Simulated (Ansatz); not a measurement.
ZnWO4:
```xyz
12
Lattice="4.6645 0.0000 0.0000 0.0000 5.7152 0.0000 -0.0503 0.0000 4.9080" Properties=species:S:1:pos:R:3 pbc="T T T"
Zn     2.2945     3.8743     3.6810
Zn     2.3197     1.8409     1.2270
W     -0.0377     1.0364     3.6810
W     -0.0126     4.6788     1.2270
O      3.6490     0.6042     0.3197
O      0.9652     5.1110     4.5883
O      0.9903     0.6042     2.1343
O      3.6238     5.1110     2.7737
O      3.4338     2.1495     2.9301
O      1.1804     3.5657     1.9778
O      1.1553     2.1495     4.4318
O      3.4589     3.5657     0.4761
```

Relaxed with PBEsol. Special points in fractions of this cell's reciprocal vectors: Γ (0.000, 0.000, 0.000); Z (0.000, 0.500, 0.000); D (0.000, 0.500, 0.500); B (0.000, 0.000, 0.500); A (-0.500, 0.000, 0.500); E (-0.500, 0.500, 0.500); C2 (-0.500, 0.500, 0.000); Y2 (-0.500, 0.000, 0.000).

Task: List the band energies nearest the valence-band maximum at these points for DFT-PBEsol with spin–orbit coupling in the program Ansatz with PAW potentials.

Result: In eV from the valence-band maximum; about four levels below and three above (degenerate sets whole), none deeper than 8.9 eV; points with the same levels are listed once.

```
k                     below                above
--  -----------------------  -------------------
Γ   -0.37 -0.37 -0.32 -0.32  3.25 3.25 3.64 3.64
Z   -0.51 -0.51 -0.05 -0.05  2.83 2.83 3.68 3.68
D   -0.30 -0.30 -0.30 -0.30  3.30 3.30 3.30 3.30
B   -0.14 -0.14 -0.14 -0.14  3.32 3.32 3.32 3.32
A   -0.26 -0.26 -0.26 -0.26  3.55 3.55 3.55 3.55
E   -0.40 -0.40 -0.40 -0.40  3.51 3.51 3.51 3.51
C2  -0.53 -0.53 -0.32 -0.32  3.35 3.35 3.58 3.58
Y2  -0.24 -0.24 -0.24 -0.24  3.42 3.42 3.50 3.50
```

Space group P2/c. The workflow started from a Materials Project entry (that database holds measured and hypothetical structures alike); the Crystallography Open Database files this formula in space group No. 13, but the cells were not matched. Whether it is the stable phase at ambient conditions was not checked. The PBEsol relaxation kept the symmetry of its start; whether a distortion lowers the energy is not shown. The run is not spin-polarised. No Hubbard U is applied.

Potentials: the later of the program's two PAW sets.
